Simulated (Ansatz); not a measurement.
Ta:
```xyz
1
Lattice="-1.6407 1.6407 1.6407 1.6407 -1.6407 1.6407 1.6407 1.6407 -1.6407" Properties=species:S:1:pos:R:3 pbc="T T T"
Ta     0.0000     0.0000     0.0000
```

Relaxed with PBEsol. Special points in fractions of this cell's reciprocal vectors: Γ (0.000, 0.000, 0.000); H (0.500, -0.500, 0.500); N (0.000, 0.000, 0.500); P (0.250, 0.250, 0.250).

### Question
List the band energies nearest the Fermi level at these points for PBEsol (plane waves, PAW; program Ansatz).

### Answer
In eV from the Fermi level; about four levels below and three above (degenerate sets whole), none deeper than 8.9 eV; points with the same levels are listed once.

```json
[
 {"k": "Γ", "below": "-7.98", "above": "0.73 0.73 0.73"},
 {"k": "H", "below": "-3.92 -3.92", "above": "7.02 7.02 7.02"},
 {"k": "N", "below": "-4.46 -1.60", "above": "1.71 3.97 5.02"},
 {"k": "P", "below": "-1.23 -1.23 -1.23", "above": "5.21 5.21 7.22"}
]
```

Space group Im-3m (bcc (W type)). The PBEsol relaxation kept the symmetry of its start. The run is not spin-polarised. Scalar-relativistic: spin–orbit coupling is off unless named, which matters more the heavier the elements.

Potentials: the earlier of the program's two PAW sets.
